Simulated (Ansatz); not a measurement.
Mg2ZnO3:
```
CELL_PARAMETERS angstrom
      2.95888     0.00000     0.00000
     -1.47944     2.56246     0.00000
      0.00000     0.00000     7.21221
ATOMIC_POSITIONS crystal
  Mg 0.33333 0.66667 0.66624
  Mg 0.66667 0.33333 0.33376
  Zn 0.00000 0.00000 0.00000
  O  0.33333 0.66667 0.17118
  O  0.66667 0.33333 0.82882
  O  0.00000 0.00000 0.50000
```

Relaxed with LDA. Special points in fractions of this cell's reciprocal vectors: Γ (0.000, 0.000, 0.000); M (0.500, 0.000, 0.000); K (0.333, 0.333, 0.000); A (0.000, 0.000, 0.500); L (0.500, 0.000, 0.500); H (0.333, 0.333, 0.500).

List the band energies nearest the valence-band maximum at these points for DFT-LDA in the program Ansatz with PAW potentials.

In eV from the valence-band maximum; about four levels below and three above (degenerate sets whole), none deeper than 8.9 eV; points with the same levels are listed once.

```
k                          below           above
-  -----------------------------  --------------
Γ        -0.58 -0.58 -0.09 -0.09  3.37 6.59 6.97
M        -1.91 -1.39 -0.73 -0.37  6.85 7.68 8.76
K  -2.83 -2.83 -1.57 -0.66 -0.66  7.97 9.41 9.41
A          -0.87 -0.87 0.00 0.00  4.44 5.65 7.03
L        -2.04 -1.54 -0.30 -0.25  6.89 7.10 9.09
H  -2.43 -2.43 -1.88 -0.92 -0.92  8.07 9.71 9.71
```

Space group P-3m1. The first step of the workflow began from a Materials Project structure, measured or hypothetical; the Crystallography Open Database copy checked does not list it. With Mg and Zn taken as one species the cell has the higher symmetry Fm-3m, so it may be an ordered model of a mixed-site phase. Its standing as an ambient phase is unchecked. Symmetry was held in the LDA relaxation; phonons on a q-mesh show no instability.

Potentials: the later of the program's two PAW sets.
